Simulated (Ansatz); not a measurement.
Calculation for SiPb (CsCl type): DFT, PBEsol, all-electron PAW with datasets made for the crystal, scalar-relativistic (Ansatz 0.2.0). This run: volume at 0.6 of the series' base cell.

The cell comes from a relaxation on PAW files under the same functional, begun from a prototype that needn't be the stable phase.

Command: `ansatz run input.yaml --threads 1 --pin off --max-ram 2048MiB --backend cpu --events-out ev --progress --plain --runs-dir out` It took 6.8 s on 1 thread of Arm Neoverse V1, with other jobs on the host, peak memory 0.42 GiB.

```yaml
crystal:
  lattice:
    - [3.0194927285, 0.0, 0.0]
    - [0.0, 3.0194927285, 0.0]
    - [0.0, 0.0, 3.0194927285]
  atoms:
    - { symbol: Pb, position: [0.0, 0.0, 0.0] }
    - { symbol: Si, position: [0.5, 0.5, 0.5] }
kpoints:
  mp_grid: { grid: [11, 11, 11] }
scf:
  occupations: { method: fermi_dirac, width: 0.08 }
hamiltonian:
  xc: pbesol
  pseudopotentials: { kind: all_electron, datasets: crystal }
output:
  forces: true
  stress: true
  eigenvalues: true
```

Output:

```
hamiltonian.pseudopotentials.datasets: crystal makes datasets for this crystal and solves the spheres of its atoms anew in each pass: cutoff 300.0 eV, the density's 1200.0 eV; for an error of 0.50 meV an atom under PBE, 1.0 meV for the cell; an energy difference from a run of another recipe may be off by several times the error for the cell, under r2SCAN by more, where some 0.1 meV an atom stays at smaller errors; Si in spheres of 1.238 Å, 4 of its electrons in bands; Pb in spheres of 1.376 Å, 14 of its electrons in bands, 8 on its site; only band paths and densities of states list, in semicore columns, the levels of the semicore shells that are solved separately: 5s of Pb, 5p of Pb
band count auto-derived: 14 (N_el = 18.0; filled up to band 9; 13 by the electrons, moments and atoms)
Engine: ansatz 0.2.0
Pseudopotentials: kind: all_electron
Pseudopotential: Pb, paw, valence charge 22, recommended cutoff 300 eV (normal), crystal/all_electron/pbesol/scalar/gaussian/Pb, Koelling and Harmon's equation, gaussian nucleus
Pseudopotential: Si, paw, valence charge 4, recommended cutoff 300 eV (normal), crystal/all_electron/pbesol/scalar/gaussian/Si, Koelling and Harmon's equation, gaussian nucleus
Functional definition: PBEsol
  exchange = pbesol_x
  correlation = pbesol_c
Crystal: 2 atoms, lattice volume = 27.530 Å³
Basis set: ecut = 300 eV, 341 PW (Γ), exchange–correlation on 36×36×36 points (8 copies of the dense FFT grid, shifted against one another)
Bands: 14, of which v1, the nominal top of the filled ones, is band 9 counted from 1 (8 counted from 0)
Symmetry: 48 space group operations
Space group: Pm-3m (ITA 221), of the structure as read, at distance tolerance 3.0e-5 Å
k-points: 56 of 1331
Non-local potential: Pb, projectors of the file, l = 0: 1, l = 1: 1, l = 2: 2
Non-local potential: Si, projectors of the file, l = 0: 1, l = 1: 1
PAW form: soft (Blöchl's): semilocal exchange-correlation on the pseudo side does not see the compensation charge
PAW one-centre angular grid: Pb, 590 points (default); XC on its mesh's 1809 points in the sphere
PAW one-centre angular grid: Si, 110 points (default); XC on its mesh's 1967 points in the sphere
Initial density: superposition of atomic densities (neutral atoms: chi_scale 0, normalization atom)
Initial wavefunctions: pseudopotential atomic-orbital guess
Functional: x = pbesol(κ = 0.804, μ = 0.12345679012345678), c = pbesol(β = 0.046)
iter 1 solved again at ethr=2.68e-3 eV; its pass at ethr=1.00e-1 eV (dr2=4.83e-1 eV) is discarded
SCF iter   1: F=—  HF=-575788.683422 eV  |F-HF|=—  |Δ(HF+E_count)|=         —  Δρ=3.34e-2  dr2=4.82e-1  ethr=2.68e-3  ⟨swp⟩=3.6  Hψ=4682  notcnv=0
preconditioner: auto → none  [metal: Δε(μ)=0.037 eV  Ē_g=18.281 eV  σ=0.080 eV  W_gap=0.11  n_scr=6 (ndim 8)  ℏωp=30.0 eV  f_vac=0.003  D(μ)=1.13/eV (n_scr^D=6)  sad-step TF]
SCF iter   2: F=—  HF=-575788.596301 eV  |F-HF|=—  |Δ(HF+E_count)|=   8.71e-2  Δρ=2.13e-2  dr2=1.92e-1  ethr=2.68e-3  ⟨swp⟩=2.2  Hψ=1578  notcnv=0
iter 3 solved again at ethr=1.31e-5 eV; its pass at ethr=1.07e-3 eV (dr2=2.36e-3 eV) is discarded
SCF iter   3: F=—  HF=-575788.498845 eV  |F-HF|=—  |Δ(HF+E_count)|=   9.75e-2  Δρ=3.06e-3  dr2=2.83e-3  ethr=1.31e-5  ⟨swp⟩=2.1  Hψ=3905  notcnv=0  defer=1
SCF iter   4: F=—  HF=-575788.498753 eV  |F-HF|=—  |Δ(HF+E_count)|=   9.17e-5  Δρ=1.60e-3  dr2=1.37e-3  ethr=1.31e-5  ⟨swp⟩=3.0  Hψ=1614  notcnv=0  defer=1
SCF iter   5: F=—  HF=-575788.498810 eV  |F-HF|=—  |Δ(HF+E_count)|=   5.69e-5  Δρ=7.11e-4  dr2=1.48e-4  ethr=7.60e-6  ⟨swp⟩=3.0  Hψ=2409  notcnv=0
SCF iter   6: F=—  HF=-575788.498806 eV  |F-HF|=—  |Δ(HF+E_count)|=   4.17e-6  Δρ=1.01e-4  dr2=3.21e-6  ethr=8.22e-7  ⟨swp⟩=3.0  Hψ=1543  notcnv=0
SCF iter   7: F=—  HF=-575788.498812 eV  |F-HF|=—  |Δ(HF+E_count)|=   5.87e-6  Δρ=4.25e-5  dr2=3.19e-7  ethr=1.78e-8  ⟨swp⟩=3.0  Hψ=1633  notcnv=0
SCF iter   8: F=—  HF=-575788.498812 eV  |F-HF|=—  |Δ(HF+E_count)|=   2.95e-7  Δρ=8.13e-6  dr2=2.31e-8  ethr=1.77e-9  ⟨swp⟩=3.0  Hψ=1710  notcnv=0
SCF iter   9: F=-575788.498815 eV  HF=-575788.498815 eV  |F-HF|=4.31e-9  |Δ(HF+E_count)|=   3.33e-6  Δρ=1.04e-5  dr2=3.89e-9  ethr=1.28e-10  ⟨swp⟩=3.0  Hψ=1814  notcnv=0
4 of the run's printed levels, from 36.81 eV on, may lie off, as they stand: their residual norms reach 0.31 eV (residual_norms_ev in the JSON report holds each one's)
SCF 1 converged in 9 iterations: F = -575788.498814 eV  dr2 = 3.89e-9
  Residual-converged pass: ⟨swp⟩=2.0  Hψ=1039  notcnv=0  max |occ|·‖R‖ = 5.2e-6 eV (tolerance 5.3e-6 eV)  dr2=3.86e-9  dr2_onsite=1.94e-8  max |Δocc| = 2.1e-10
  greatest PAW one-centre occupation: 0.975 electrons in one spin orbital (limit 2), on the Pb atom at site 0 (counted from 0), in its partial waves of l = 2
SCF converged after 9 iterations
Free energy (F): -575788.498814 eV
Harris-Foulkes:  -575788.498814 eV  (|F-HF|=4.31e-9)
Internal energy: -575788.475121 eV  (E = F + TS)
E sigma→0 (E₀):  -575788.486967 eV
Entropy (-TS):   -0.023693 eV (-11.846 meV/atom)
Past the cutoff: the bands carry plane waves up to 1.75 times it, of which those up to 1.5 times it add -0.000111 eV an atom, each by itself; the spheres take 0.000156 eV an atom off the energy for waves past 1.75 times it
By the cutoff:   a pressure is off by up to 0.007 GPa (1.2 times the spheres' own share and the shells' term, over an atom's volume, and 0.004 GPa: a bound that held against runs at twice the plane waves)
Past the cutoffs: a stress includes 0.0021 GPa for waves and charges beyond them, in addition to the slope of what the spheres take
In the spheres:  the bands' charges fall short by 4.2e-7 e at most (sound up to 1e-3), those of shells solved beside the bands by 1.4e-8 e (sound up to 5e-4)
Fermi energy:    25.944352 eV
--- Per-component energies (eV) ---
  E_band       = 233.139145
  E_kinetic    = 239.659533
  E_local      = -2534.433661  (includes V_loc(G=0)·N_el)
  E_nonlocal   = 297.039173
  E_hartree    = 1341.534013
  E_xc         = -136.394529
  E_vxc        = -168.800524  (∫ρ·V_xc dr)
  E_paw        = -580292.258124  (= ΣΔE_a)
  E_vpaw       = -9299.008616  (= ΣTr[D̂ρ^β])
  E_ewald      = -3719.236543
  E_smearing   = -0.023693  (= −TS)
  E_closure    = 9015.615017  (closes the sum)
  Σ components = -575788.498814   (vs F -575788.498814, Δ=0.00e0)
  The terms above E_closure are by the made datasets' own strengths, without shells solved beside the bands.
--- Forces (eV/Å), atoms counted from 1 ---
  atom   1  Pb    -0.00000000     0.00000000    -0.00000000
  atom   2  Si     0.00000000    -0.00000000    -0.00000000
  max |Σ_I F_I| component: 2.14e-31 eV/Å
--- Stress (GPa, compression-positive) ---
      101.190051      -0.000000       0.000000
       -0.000000     101.190051       0.000000
        0.000000       0.000000     101.190051
  P = ⅓ Tr σ = 101.1901 GPa (1011.901 kbar)
  It holds what live shells' own plane waves past their cutoff add
--- Band table (eV; the first three rows and the last of 56) ---
  k-point 0: bands = ["7.2326", "7.2326", "8.2966", "8.2966", "8.2966", "8.3480", "24.5826", "24.5826", "24.5826", "27.1837", "29.6030", "29.6030", "40.6430", "40.6430"]
  k-point 1: bands = ["7.2412", "7.2886", "8.2636", "8.2636", "8.3002", "8.5029", "23.0872", "24.7698", "24.7698", "27.8542", "29.5816", "30.6732", "38.5418", "38.5418"]
  k-point 2: bands = ["7.2643", "7.4217", "8.1766", "8.1766", "8.3100", "8.9891", "20.7387", "25.3178", "25.3178", "28.3874", "29.5219", "33.1504", "36.2553", "36.2553"]
  k-point 55: bands = ["7.3441", "7.3578", "7.3578", "8.7208", "8.7208", "19.7869", "20.8388", "21.9694", "21.9694", "22.6659", "24.2586", "24.2586", "25.2773", "45.4996"]
  guard bands above this table: 0 of the run's 14 bands, where the rule asks 2: the bands that hold charge and the lowest empty level above them stay in the table. A level can be missing at the table's top as with no guard band: raise scf.n_extra_bands
```

Next run (volume at 0.52 of the series' base cell), as changes to the input before:

```diff
   lattice:
-    - [3.0194927285, 0.0, 0.0]
-    - [0.0, 3.0194927285, 0.0]
-    - [0.0, 0.0, 3.0194927285]
+    - [2.8788432534, 0.0, 0.0]
+    - [0.0, 2.8788432534, 0.0]
+    - [0.0, 0.0, 2.8788432534]
   atoms:
```

Results part of the output:

```
4 of the run's printed levels, from 42.27 eV on, may lie off, as they stand: their residual norms reach 0.0029 eV (residual_norms_ev in the JSON report holds each one's)
SCF 1 converged in 12 iterations: F = -575785.362339 eV  dr2 = 3.34e-10
  greatest PAW one-centre occupation: 1.023 electrons in one spin orbital (limit 2), on the Si atom at site 1 (counted from 0), in its partial waves of l = 0
SCF converged after 12 iterations
Free energy (F): -575785.362339 eV
Harris-Foulkes:  -575785.362339 eV  (|F-HF|=5.82e-10)
Internal energy: -575785.343607 eV  (E = F + TS)
E sigma→0 (E₀):  -575785.352973 eV
Entropy (-TS):   -0.018732 eV (-9.366 meV/atom)
Past the cutoff: the bands carry plane waves up to 1.75 times it, of which those up to 1.5 times it add -0.000277 eV an atom, each by itself; the spheres take 0.000316 eV an atom off the energy for waves past 1.75 times it
By the cutoff:   a pressure is off by up to 0.009 GPa (1.2 times the spheres' own share and the shells' term, over an atom's volume, and 0.004 GPa: a bound that held against runs at twice the plane waves)
Past the cutoffs: a stress includes 0.0026 GPa for waves and charges beyond them, in addition to the slope of what the spheres take
In the spheres:  the bands' charges fall short by 3.1e-6 e at most (sound up to 1e-3)
Fermi energy:    30.460607 eV
--- Per-component energies (eV) ---
  E_band       = -798.474873
  E_kinetic    = 353.846719
  E_local      = -2449.661208  (includes V_loc(G=0)·N_el)
  E_nonlocal   = -1428.375138
  E_hartree    = 1331.233812
  E_xc         = -145.364195
  E_vxc        = -189.868104  (∫ρ·V_xc dr)
  E_paw        = -580731.301001  (= ΣΔE_a)
  E_vpaw       = -12546.353415  (= ΣTr[D̂ρ^β])
  E_ewald      = -5515.191959
  E_smearing   = -0.018732  (= −TS)
  E_closure    = 12799.469364  (closes the sum)
  Σ components = -575785.362339   (vs F -575785.362339, Δ=0.00e0)
  The terms above E_closure are by the made datasets' own strengths, without shells solved beside the bands.
--- Forces (eV/Å), atoms counted from 1 ---
  atom   1  Pb    -0.00000000    -0.00000000    -0.00000000
  atom   2  Si    -0.00000000    -0.00000000    -0.00000000
  max |Σ_I F_I| component: 8.33e-29 eV/Å
--- Stress (GPa, compression-positive) ---
      180.687385       0.000000       0.000000
        0.000000     180.687385       0.000000
       -0.000000       0.000000     180.687385
  P = ⅓ Tr σ = 180.6874 GPa (1806.874 kbar)
--- Band table (eV; the first three rows and the last of 56) ---
  k-point 0: bands = ["-110.2865", "-103.7073", "-59.9716", "-59.9716", "-59.9716", "-52.1521", "-52.1521", "-52.1521", "10.7437", "10.7437", "10.9054", "12.2919", "12.2919", "12.2919", "28.7640", "28.7640", "28.7640", "33.3257", "34.0117", "34.0117", "45.1991", "45.1991"]
  k-point 1: bands = ["-110.2865", "-103.7073", "-59.9718", "-59.9716", "-59.9716", "-52.1550", "-52.1519", "-52.1519", "10.7572", "10.8043", "11.0943", "12.2425", "12.2425", "12.2975", "27.3151", "28.9830", "28.9830", "33.6559", "33.9316", "35.3866", "43.8151", "43.8151"]
  k-point 2: bands = ["-110.2863", "-103.7073", "-59.9723", "-59.9715", "-59.9715", "-52.1629", "-52.1513", "-52.1513", "10.7937", "10.9249", "11.7037", "12.1127", "12.1127", "12.3125", "24.8274", "29.6187", "29.6187", "33.7147", "33.9501", "38.2765", "41.5495", "41.5495"]
  k-point 55: bands = ["-110.2837", "-103.7068", "-59.9736", "-59.9735", "-59.9735", "-52.1825", "-52.1825", "-52.1825", "10.8621", "10.8834", "10.8834", "12.8876", "12.8876", "23.8829", "25.4470", "25.7502", "25.7502", "27.3821", "28.7099", "28.7099", "29.7986", "51.0888"]
  guard bands above this table: 0 of the run's 22 bands, where the rule asks 2: the bands that hold charge and the lowest empty level above them stay in the table. A level can be missing at the table's top as with no guard band: raise scf.n_extra_bands
```

Next run (volume at 0.45 of the series' base cell), as changes to the input before:

```diff
   lattice:
-    - [2.8788432534, 0.0, 0.0]
-    - [0.0, 2.8788432534, 0.0]
-    - [0.0, 0.0, 2.8788432534]
+    - [2.7433912084, 0.0, 0.0]
+    - [0.0, 2.7433912084, 0.0]
+    - [0.0, 0.0, 2.7433912084]
   atoms:
```

Command: `ansatz run input.yaml --threads 1 --pin off --max-ram 2048MiB --backend cpu --events-out ev --progress --plain --runs-dir out` It took 20 s on 1 thread of Arm Neoverse V1, with other jobs on the host, peak memory 0.52 GiB.

Results part of the output:

```
1 of the run's printed levels, from 52.58 eV on, may lie off, as they stand: their residual norms reach 0.0021 eV (residual_norms_ev in the JSON report holds each one's)
SCF 1 converged in 12 iterations: F = -575780.599297 eV  dr2 = 4.14e-9
  greatest PAW one-centre occupation: 1.013 electrons in one spin orbital (limit 2), on the Si atom at site 1 (counted from 0), in its partial waves of l = 0
SCF converged after 12 iterations
Free energy (F): -575780.599297 eV
Harris-Foulkes:  -575780.599297 eV  (|F-HF|=7.22e-9)
Internal energy: -575780.579326 eV  (E = F + TS)
E sigma→0 (E₀):  -575780.589312 eV
Entropy (-TS):   -0.019970 eV (-9.985 meV/atom)
Past the cutoff: the bands carry plane waves up to 1.75 times it, of which those up to 1.5 times it add -0.000398 eV an atom, each by itself; the spheres take 0.000311 eV an atom off the energy for waves past 1.75 times it
By the cutoff:   a pressure is off by up to 0.010 GPa (1.2 times the spheres' own share and the shells' term, over an atom's volume, and 0.004 GPa: a bound that held against runs at twice the plane waves)
Past the cutoffs: a stress includes 0.0013 GPa for waves and charges beyond them, in addition to the slope of what the spheres take
In the spheres:  the bands' charges fall short by 2.1e-6 e at most (sound up to 1e-3)
Fermi energy:    35.631819 eV
--- Per-component energies (eV) ---
  E_band       = -642.607973
  E_kinetic    = 393.864364
  E_local      = -2325.363566  (includes V_loc(G=0)·N_el)
  E_nonlocal   = -1159.010490
  E_hartree    = 1280.481525
  E_xc         = -152.166157
  E_vxc        = -198.733608  (∫ρ·V_xc dr)
  E_paw        = -580563.107817  (= ΣΔE_a)
  E_vpaw       = -12446.550298  (= ΣTr[D̂ρ^β])
  E_ewald      = -5787.498741
  E_smearing   = -0.019970  (= −TS)
  E_closure    = 12532.221555  (closes the sum)
  Σ components = -575780.599297   (vs F -575780.599297, Δ=0.00e0)
  The terms above E_closure are by the made datasets' own strengths, without shells solved beside the bands.
--- Forces (eV/Å), atoms counted from 1 ---
  atom   1  Pb    -0.00000000    -0.00000000     0.00000000
  atom   2  Si    -0.00000000     0.00000000    -0.00000000
  max |Σ_I F_I| component: 2.21e-29 eV/Å
--- Stress (GPa, compression-positive) ---
      306.604806       0.000000       0.000000
        0.000000     306.604806       0.000000
        0.000000       0.000000     306.604806
  P = ⅓ Tr σ = 306.6048 GPa (3066.048 kbar)
--- Band table (eV; the first three rows and the last of 56) ---
  k-point 0: bands = ["-105.7071", "-98.6356", "-54.8887", "-54.8887", "-54.8887", "-47.6079", "-47.6079", "-47.6079", "13.8992", "14.6121", "14.6121", "16.8228", "16.8228", "16.8228", "33.5903", "33.5903", "33.5903", "39.1115", "39.1115", "40.4293", "50.2969", "50.2969"]
  k-point 1: bands = ["-105.7069", "-98.6355", "-54.8891", "-54.8886", "-54.8886", "-47.6137", "-47.6075", "-47.6075", "14.0795", "14.6326", "14.7273", "16.7500", "16.7500", "16.8311", "32.1516", "33.8469", "33.8469", "38.9404", "39.6896", "41.5592", "49.4172", "49.4172"]
  k-point 2: bands = ["-105.7064", "-98.6355", "-54.8901", "-54.8885", "-54.8885", "-47.6292", "-47.6065", "-47.6065", "14.4528", "14.6881", "15.2157", "16.5603", "16.5603", "16.8535", "29.5508", "34.5828", "34.5828", "38.4944", "40.0793", "44.5008", "47.4102", "47.4102"]
  k-point 55: bands = ["-105.7003", "-98.6344", "-54.8926", "-54.8926", "-54.8926", "-47.6670", "-47.6670", "-47.6670", "14.7375", "14.7687", "14.7687", "17.6464", "17.6464", "28.4434", "30.1397", "30.1397", "30.6987", "33.0845", "33.9954", "33.9954", "35.1688", "57.1010"]
  guard bands above this table: 0 of the run's 22 bands, where the rule asks 2: the bands that hold charge and the lowest empty level above them stay in the table. A level can be missing at the table's top as with no guard band: raise scf.n_extra_bands
```

Spin–orbit coupling is left out, which matters for the heavy atoms. The structure type is held throughout; the real material can change phase at far lower pressure.
